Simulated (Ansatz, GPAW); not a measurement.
Sn3Se: energy against volume and a worked fit

The structure is cubic, space group Pm-3m (No. 221). Conventional cell: a = 4.742 Å, b = 4.742 Å, c = 4.742 Å, α = 90.00°, β = 90.00°, γ = 90.00°. Around Sn (site symmetry 4/mmm) lie 8 Sn at 3.35 Å and 4 Se at 3.35 Å. Se (site symmetry m-3m) is surrounded by 12 Sn at 3.35 Å.

The cell comes from a database or a generator and needn't be the stable form of this composition.

The cell was scaled at fixed shape and fractions and run with Ansatz, all-electron LAPW, scalar-relativistic; PBEsol, k mesh 6 × 6 × 6 on the cell of 4 atoms, fermi-dirac occupations of 0.05 eV, no spin polarisation, no spin-orbit coupling. Energies are those that the program minimises, any entropy of the smearing included. For a metal such a mesh isn't converged to the digits shown.

| V (Å³/atom) | energy over the lowest row (meV/atom) |
| --- | --- |
| 25.0564 | 0.00 |
| 25.5895 | 0.48 |
| 26.1227 | 4.54 |
| 26.6558 | ? |
| 27.1889 | 21.99 |
| 27.7220 | 34.75 |
| 28.2551 | 49.81 |

Q: Fit the third-order Birch-Murnaghan form, give V0, B0 and B′, and predict the energy left open.

A: With y = (V0/V)^(2/3), E = E0 + (9 V0 B0/16) [(y - 1)³ B′ + (y - 1)² (6 - 4y)]. Least squares through the rows shown give V0 = 25.2543 Å³/atom, E0 = -0.27 meV, B0 = 54.74 GPa (1 eV/Å³ = 160.218 GPa) and B′ = 4.22, with a largest miss of 0.01 meV. At V = 26.6558 the form with these constants gives 11.82 meV; the run gave 11.83 meV an atom. Other set-ups at this level, from all their volumes (Å³/atom, GPa): GPAW, PAW data sets generated for this functional: V0 25.165, B0 55.07.
